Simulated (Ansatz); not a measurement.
**Computed properties of Ag3Au**

Ag3Au:
```yaml
crystal:
  lattice:
    - [4.01017, 0.00000, 0.00000]
    - [0.00000, 4.01017, 0.00000]
    - [0.00000, 0.00000, 4.01017]
  atoms:
    - { symbol: Ag, position: [0.50000, 0.00000, 0.50000] }
    - { symbol: Ag, position: [0.00000, 0.50000, 0.50000] }
    - { symbol: Ag, position: [0.50000, 0.50000, 0.00000] }
    - { symbol: Au, position: [0.00000, 0.00000, 0.00000] }
```

Space group Pm-3m (No. 221), Cu3Au type; conventional cell a = b = c = 4.010 Å, α = β = γ = 90.00°.

Method: DFT-LDA in the program Ansatz with PAW potentials. Structure relaxed to zero pressure with the same functional. Other levels are named where they apply.

### Cell and energy

- Volume per atom: 16.12 Å³
- Density: 13.40 g/cm³
- Formation energy from the elements (no fitted shifts): -46 meV/atom

### Electronic structure

Electronic character: metallic (no gap)
Density of states at the Fermi level: 0.24 states/eV per atom (mean over ±0.08 eV)

### Mechanics

- Bulk modulus (Birch–Murnaghan fit) = 151 GPa
- Pressure derivative B′ = 5.6
- Elastic constants (relaxed ions, GPa) = C11 = 181, C12 = 138, C44 = 56.1
- Mechanical stability = stable (all eigenvalues of C positive)
- Hill bulk and shear moduli = 152 and 38.3 GPa
- Young's modulus = 106 GPa
- Poisson's ratio = 0.38
- Debye temperature from the elastic constants = 225 K

### Phonons

- Highest zone-centre frequency: 182 cm^-1
- Zone-centre stability: no imaginary mode at Γ

The first step of the workflow began from a Materials Project structure, measured or hypothetical; the Crystallography Open Database copy checked does not list it. Whether it is the stable phase at ambient conditions was not checked. The LDA relaxation kept the symmetry of its start. The run is not spin-polarised. As this level gives no gap, shear constants depend on the k-mesh and smearing (Fermi–Dirac, 0.1 eV here). As this level gives no gap, phonon frequencies hold no LO–TO term and depend on the k-mesh and smearing (Fermi–Dirac, 0.1 eV here). The references are the lowest solids computed at this level, not always the standard phases. Spin–orbit coupling is left out wherever it is not named.

Potentials: the later of the program's two PAW sets.
